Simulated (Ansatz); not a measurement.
Elements on the sites of an ideal bcc lattice, at a guessed lattice constant:

```xyz
16
Lattice="6.2760 0.0000 0.0000 0.0000 6.2760 0.0000 0.0000 0.0000 6.2760" Properties=species:S:1:pos:R:3 pbc="T T T"
Al    0.0000    0.0000    0.0000
Al    3.1380    0.0000    0.0000
Al    0.0000    3.1380    0.0000
Al    0.0000    0.0000    3.1380
Al    1.5690    1.5690    1.5690
Al    3.1380    3.1380    0.0000
Al    3.1380    0.0000    3.1380
Al    4.7070    1.5690    1.5690
Al    0.0000    3.1380    3.1380
Al    1.5690    4.7070    1.5690
Al    3.1380    3.1380    3.1380
Al    4.7070    4.7070    1.5690
Al    4.7070    4.7070    4.7070
Ni    1.5690    1.5690    4.7070
Ni    4.7070    1.5690    4.7070
Ni    1.5690    4.7070    4.7070
```

Cell and atoms were relaxed without symmetry on coarser meshes and computed once more. These are results of DFT PBE, scalar-relativistic, plane waves, PAW (Ansatz), not measurements.

Plane waves to 420 eV, a k mesh through Γ of 4×5×5 on the computed 16-atom cell and Gaussian smearing (0.10 eV); no spin polarisation.

The relaxation ran on 2×2×2 (shifted) k points with a smearing of 0.1 eV, from sites shaken by 0.02 Å.

**Question.** What does the relaxation give?

**Answer.** A volume of 14.89 Å³/atom and no gap on the mesh. The atoms leave their sites by 0.17 Å (root mean square) and 0.29 Å at most, and the cell stretches by up to 15.3 % at fixed volume, so the lattice hasn't survived.

```xyz
16
Lattice="5.7747 0.0856 -0.0081 0.0856 5.7754 0.0081 -0.0081 0.0081 7.1446" Properties=species:S:1:pos:R:3 pbc="T T T"
Al    0.0208    0.0771    6.9499
Al    2.8366    0.0986    6.8683
Al    0.1031    2.8332    7.0733
Al    0.0187    0.0807    3.7732
Al    1.5621    1.3700    1.7873
Al    2.8570    2.9121    6.9535
Al    2.8338    0.1014    3.8488
Al    4.3777    1.4452    1.7842
Al    0.1024    2.8339    3.6572
Al    1.5753    4.3343    1.7919
Al    2.8532    2.9145    3.7697
Al    4.4150    4.3816    1.7884
Al    4.4650    4.3262    5.3596
Ni    1.3892    1.5459    5.3636
Ni    4.3210    1.6920    5.3577
Ni    1.3337    4.3906    5.3659
```

The final mesh leaves forces up to 0.29 eV/Å and stresses up to 5.3 GPa: the relaxation ran on a coarser mesh, so the cell's shape, its bonds and its energy belong partly to that mesh.

The k mesh is coarse. Spin polarisation was left out, and a magnetic state may lie lower.

Cost: 2 runs of about 9.5 core-minutes in all (earlier runs that led there not counted), on Arm Neoverse V2 (shared hosts).